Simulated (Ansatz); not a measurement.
ZnGaNO:
```cif
data_GaNOZn
_chemical_formula_sum 'Ga1 N1 Zn1 O1'
_space_group_name_H-M_alt 'P3m1'
_space_group_IT_number 156
_space_group_name_Hall 'P 3 -2"'
_cell_length_a 3.24442
_cell_length_b 3.24442
_cell_length_c 5.26450
_cell_angle_alpha 90.000
_cell_angle_beta 90.000
_cell_angle_gamma 120.000
loop_
_atom_site_label
_atom_site_type_symbol
_atom_site_symmetry_multiplicity
_atom_site_Wyckoff_symbol
_atom_site_fract_x
_atom_site_fract_y
_atom_site_fract_z
_atom_site_occupancy
Ga1 Ga 1 b 0.33333 0.66667 0.02216 1
N1 N 1 b 0.33333 0.66667 0.37111 1
Zn1 Zn 1 c 0.66667 0.33333 0.47166 1
O1 O 1 c 0.66667 0.33333 0.88822 1
```

Relaxed with r²SCAN.

Tabulate the valence density and the electron localisation function along the shortest Zn–O contact (2.19 Å), DFT-r²SCAN in the program Ansatz with PAW potentials.



```tsv
distance from Zn (Å)	density (e/Å³)	ELF
0.22	27.41	0.00
0.33	14.68	0.00
0.44	6.66	0.01
0.55	2.90	0.04
0.66	1.39	0.09
0.77	0.78	0.12
0.88	0.49	0.11
0.99	0.36	0.10
1.10	0.35	0.14
1.21	0.42	0.33
1.32	0.61	0.63
1.43	0.94	0.81
1.54	1.53	0.86
1.64	2.59	0.86
1.75	4.11	0.82
1.86	5.73	0.72
1.97	6.94	0.52
```

The density is the valence pseudo-density with augmentation charge, so density and ELF within about 1 Å of a nucleus are not all-electron values.

The start of the workflow was typed in or built on a structure type; the Crystallography Open Database copy checked does not list it. Its standing as an ambient phase is unchecked. The cell was relaxed with r²SCAN under the symmetry of its start; its stability against distortions is not shown here.

Potentials: the later of the program's two PAW sets.
